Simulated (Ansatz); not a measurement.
Cs (bcc (W type), space group No. 229) under volume change, plane-wave PAW PBEsol (Ansatz code), scaled uniformly.

| V (Å³/atom) | E − E(relaxed) (meV/atom) | P (GPa) |
|---|---|---|
| 98.831 | 6.4 | 0.22 |
| 102.089 | 2.7 | 0.14 |
| 105.347 | 0.7 | 0.07 |
| 108.605 | 0.0 | 0.00 |
| 111.863 | ? | ? |
| 115.121 | 2.2 | -0.11 |
| 118.379 | ? | ? |

Question: Some entries are withheld; supply them.

Answer: 
- 111.863, E − E(relaxed) (meV/atom): 0.6
- 111.863, P (GPa): -0.06
- 118.379, E − E(relaxed) (meV/atom): 4.9
- 118.379, P (GPa): -0.15

Question: What does a third-order Birch–Murnaghan fit give for V₀, B₀ and B′?

Answer: V₀ = 108.65 Å³/atom, B₀ = 2.0 GPa, B′ = 3.1.

Space group Im-3m (bcc (W type)). The PBEsol relaxation kept the symmetry of its start. Scalar-relativistic: spin–orbit coupling is off unless named, which matters more the heavier the elements.

Potentials: the later of the program's two PAW sets.
